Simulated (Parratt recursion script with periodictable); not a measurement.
**How fast does roughness lower the EUV peak of a Si/Y multilayer on Si?**

```
layer, from the top  thickness (Å)  density (g/cm³)  rms roughness of its top face (Å)  δ at 13.5 nm  β at 13.5 nm
-------------------  -------------  ---------------  ---------------------------------  ------------  ------------
Si (in each period)             42            2.313                             varied  9.927 × 10⁻⁴      0.001813
Y (in each period)              28            4.371                             varied       0.02576      0.002238
Si (substrate)                   –            2.313                                  4  9.927 × 10⁻⁴      0.001813
```

The refractive index is n = 1 − δ + iβ; the runs take δ and β at each wavelength of the scan. Vacuum lies above.

Densities are inputs, not measurements. They were set from computed cells of the Materials Project: Si from entry mp-149 (Fd-3m, 2.313 g/cm³); Y from entry mp-112 (P6₃/mmc, 4.371 g/cm³). A layer's crystal structure does not enter its constants, only its composition and density.

Simulated, not measured: EUV and soft X-ray reflectivity, Parratt recursion, Névot-Croce roughness, Henke tables (Parratt recursion script with periodictable 1.7.1).

Light falls at α = 6° from the surface normal. R is the mean of s and p polarisation. The wavelength is scanned from 12.42 to 14.58 nm in 161 evenly spaced points, without smoothing. The peak is the highest scan point; its wavelength and height come from a parabola through R at that point and its two neighbours.

The pair is repeated 100 times. The runs differ only in σ, the roughness on top of both layers of each period; the substrate's stays as listed.

```
σ (Å)  peak λ (nm)  peak R (%)
-----  -----------  ----------
0           13.757        56.6
4           13.756        54.2
9           13.755           ?
```

Question: Estimate the peak reflectivity at σ = 9 Å from a line of ln R against σ², and compare with the factor exp[−(2πσ/D)²] for one weak reflection.

Answer: With R₀ = 56.6 % of the first row, ln(R/R₀) is 0.0000 at σ² = 0, −0.0433 at σ² = 16 Å². The line through them has slope −0.00271 Å⁻² and intercept 0.0000, which gives 45.4 % at σ² = 81 Å². For D = 70 Å, (2π/D)² = 0.00806 Å⁻², and that slope from the first row gives 29.5 %.

The run gave 43.9 %, so the line misses by 1.5 points. The fitted slope is 0.34 of (2π/D)² in size.
